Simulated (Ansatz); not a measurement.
Q: Each is relaxed and computed with PBE+D3(BJ) (plane waves, PAW; program Ansatz). Which alone has a direct gap?
A. SiSe2, Ibam (Si on 4a, Se on 8j)
B. PbSe, rock salt
C. WSe2, P6_3/mmc (W on 2d, Se on 4f)
D. PbO, P4/nmm (Pb on 2c, O on 2a)

A: B, PbSe, rock salt. PbSe: gap 0.31 eV (direct); PbO: gap 1.27 eV (indirect); SiSe2: gap 1.48 eV (indirect); WSe2: gap 0.87 eV (indirect). All cells were relaxed under the symmetry of their starts (and spin orders); stability against distortions was not tested throughout. Rows with no word on spin ran without spin polarisation. Scalar-relativistic: spin–orbit coupling is off unless named, which matters more the heavier the elements.

Potentials: the later of the program's two PAW sets.
